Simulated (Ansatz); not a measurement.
AlP (zinc blende, F-43m) under volume change, plane-wave PAW PBEsol (Ansatz code), scaled uniformly.

```
V (Å³/atom)  E − E(relaxed) (meV/atom)  P (GPa)
-----------  -------------------------  -------
18.622                             ___      ___
19.236                             ___      ___
19.850                             5.3     2.82
20.463                             0.0     0.00
21.077                             4.7    -2.42
21.691                            18.1    -4.49
22.305                            38.8    -6.26
```

Fill in the missing entries.


- 19.236, E − E(relaxed) (meV/atom): 22.2
- 19.236, P (GPa): 6.11
- 18.622, E − E(relaxed) (meV/atom): 52.7
- 18.622, P (GPa): 9.94

What does a third-order Birch–Murnaghan fit give for V₀, B₀ and B′?

V₀ = 20.46 Å³/atom, B₀ = 86.8 GPa, B′ = 4.1.

Symmetry was held in the PBEsol relaxation.

Potentials: the later of the program's two PAW sets.
